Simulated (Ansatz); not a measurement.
Space group P4/mmm (No. 123). a = 3.898 Å, b = 3.898 Å, c = 6.849 Å, α = 90.00°, β = 90.00°, γ = 90.00°
| atom | site | symmetry | x | y | z |
| --- | --- | --- | --- | --- | --- |
| Ga | 1c | 4/mmm | 0.5000 | 0.5000 | 0.0000 |
| P | 1b | 4/mmm | 0.0000 | 0.0000 | 0.5000 |
| Pt | 4i | 2mm. | 0.0000 | 0.5000 | 0.2903 |
| Pt | 1a | 4/mmm | 0.0000 | 0.0000 | 0.0000 |

Equation of state of this GaPPt$_{5}$ structure (not necessarily the ground state), with shape and atoms relaxed at each volume where symmetry leaves them free. It has no gap at any of these volumes. All numbers below come from DFT PBEsol, scalar-relativistic, plane waves, PAW (Ansatz 0.2.0).

Cutoff 420 eV; k points 10×10×6 on the computed 7-atom cell (Γ-centred); Gaussian smearing, width 0.10 eV; no spin polarisation.

```
V (Å³/atom) E − E(largest V) (meV/atom) P (GPa)
     13.977                        10.32    17.80
     14.423                       -25.27     8.08
     14.869                       -36.18     0.01
     15.315                       -26.58    -6.68
     15.761                         0.00   -12.22
```

Fit a third-order Birch–Murnaghan equation to E(V).

V0 = 14.87 Å³/atom, B0 = 245 GPa, B0' = 5.2.

Spin-orbit coupling is left out, which matters for the bands of heavy elements.

Cost: 5 runs of about 12 core-minutes in all, on Arm Neoverse V1 (shared hosts).